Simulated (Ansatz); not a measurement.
In:
```
CELL_PARAMETERS angstrom
      3.03967     0.00000     0.00000
      0.00000     3.03967     0.00000
      0.00000     0.00000     3.03967
ATOMIC_POSITIONS crystal
  In 0.00000 0.00000 0.00000
```

Relaxed with r²SCAN. Special points in fractions of this cell's reciprocal vectors: Γ (0.000, 0.000, 0.000); X (0.000, 0.500, 0.000); M (0.500, 0.500, 0.000); R (0.500, 0.500, 0.500).

List the band energies nearest the Fermi level at these points for the program Ansatz at the r²SCAN level (PAW).

In eV from the Fermi level; about four levels below and three above (degenerate sets whole), none deeper than 8.9 eV; … stands for higher levels left out; points with the same levels are listed once.

| k | below | above |
|---|---|---|
| Γ | – | 7.77 7.77 7.77 |
| X | -5.63 -3.59 | 11.06 11.06 13.46 |
| M | -1.51 -0.72 -0.72 | 4.26 14.98 … |
| R | – | 2.16 2.16 2.16 |

Space group Pm-3m (simple cubic). A made-up cell: these elements were put on the sites of a structure type; neither database checked (COD, Materials Project) lists it. It is not the phase usual at ambient conditions (space group No. 139). The cell was relaxed with r²SCAN under the symmetry of its start. At this level the phase is mechanically unstable. Scalar-relativistic: spin–orbit coupling is off unless named, which matters more the heavier the elements.

Potentials: the later of the program's two PAW sets.
